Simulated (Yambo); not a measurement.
**Optical response of ScB₂**

```
CELL_PARAMETERS angstrom
      3.14541     0.00000     0.00000
     -1.57271     2.72400     0.00000
      0.00000     0.00000     3.53540
ATOMIC_POSITIONS crystal
  B  0.66667 0.33333 0.50000
  B  0.33333 0.66667 0.50000
  Sc 0.00000 0.00000 0.00000
```

Yambo, TDDFT with the adiabatic LDA kernel on LDA bands; 18×18×14 mesh, 42 bands, 4 Ry local-field block, 0.25 eV broadening; field along x.

| E (eV) | Im ε | Im ε, independent particles |
|---|---|---|
| 0.6 | 1.21 | 1.22 |
| 1.1 | 3.40 | 3.45 |
| 1.6 | 7.23 | 7.35 |
| 2.1 | 10.6 | 10.7 |
| 2.6 | 8.39 | 8.46 |
| 3.1 | 7.90 | 7.96 |
| 3.6 | 7.36 | 7.41 |
| 4.1 | 7.05 | 7.10 |
| 4.6 | 6.91 | 6.96 |
| 5.1 | 7.11 | 7.13 |
| 5.6 | 7.03 | 7.04 |
| 6.1 | 6.33 | 6.33 |
| 6.6 | 5.99 | 6.00 |
| 7.1 | 6.01 | 6.03 |
| 7.6 | 6.85 | 6.89 |
| 8.1 | 7.54 | 7.56 |
| 8.6 | 6.93 | 6.94 |
| 9.1 | 6.34 | 6.34 |
| 9.6 | 5.70 | 5.70 |
| 10.1 | 5.25 | 5.25 |
| 10.6 | 4.91 | 4.90 |
| 11.1 | 3.88 | 3.87 |
| 11.6 | 3.30 | 3.27 |
| 12.1 | 2.52 | 2.49 |
| 12.6 | 2.15 | 2.12 |
| 13.1 | 1.84 | 1.80 |
| 13.6 | 1.55 | 1.50 |
| 14.1 | 1.46 | 1.39 |
| 14.6 | 1.25 | 1.16 |
| 15.1 | 0.99 | 0.91 |
| 15.6 | 0.96 | 0.89 |
| 16.1 | 0.79 | 0.73 |
| 16.6 | 0.69 | 0.63 |
| 17.1 | 0.68 | 0.61 |
| 17.6 | 0.62 | 0.57 |
| 18.1 | 0.48 | 0.43 |
| 18.6 | 0.48 | 0.44 |
| 19.1 | 0.43 | 0.40 |
| 19.6 | 0.36 | 0.34 |

Only interband transitions are included: the Drude term is missing, so nothing below about 0.6 eV and no real part is shown. Structure narrower than a few tenths of an eV can come from the finite k mesh.

Geometry of the Materials Project entry, not relaxed at this level.
